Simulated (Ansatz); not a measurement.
### Question
In (body-centred tetragonal, I4/mmm) is relaxed with plane-wave PAW r²SCAN (Ansatz code). What lattice parameters of the conventional cell result?

### Answer
a = 3.221 Å, c = 5.052 Å.

The r²SCAN relaxation kept the symmetry of its start. Axis ratios of metals converge slowly with the k-mesh, so a and c are less sure than the volume.

Potentials: the later of the program's two PAW sets.
